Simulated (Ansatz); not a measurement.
# Property card for Nb

Nb:
```
CELL_PARAMETERS angstrom
      0.00000     2.10673     2.10673
      2.10673     0.00000     2.10673
      2.10673     2.10673     0.00000
ATOMIC_POSITIONS crystal
  Nb 0.00000 0.00000 0.00000
```

Space group Fm-3m (No. 225), fcc (Cu type); conventional cell a = 4.2135 Å, b = 4.2135 Å, c = 4.2135 Å, α = 90.00°, β = 90.00°, γ = 90.00°.

Method: the program Ansatz at the r²SCAN level (PAW). Geometry: relaxed at this level of theory. Other levels are named where they apply.

### Cell and energy

Volume per atom: 18.70 Å³
Density: 8.25 g/cm³

### Electronic structure

* **Electronic character**: metallic (no gap)
* **Density of states at the Fermi level**: 1.3 states/eV per atom (mean over ±0.08 eV)
* **Gap with spin–orbit coupling**: none (metallic)

### Mechanics

- Bulk modulus (Birch–Murnaghan fit) = 168 GPa
- Pressure derivative B′ = 3.5
- Elastic constants (relaxed ions, GPa) = C11 = -21.7, C12 = 263, C44 = -48.1
- Mechanical stability = unstable (C has a negative eigenvalue)

The workflow started from an entry of the Crystallography Open Database (COD), which files this formula under 2 space groups. It is not the phase usual at ambient conditions (space group No. 229). The r²SCAN relaxation kept the symmetry of its start. No spin polarisation was allowed. As this level gives no gap, shear constants depend on the k-mesh and smearing (Fermi–Dirac, 0.1 eV here). Spin–orbit coupling is left out wherever it is not named.

Potentials: the later of the program's two PAW sets.
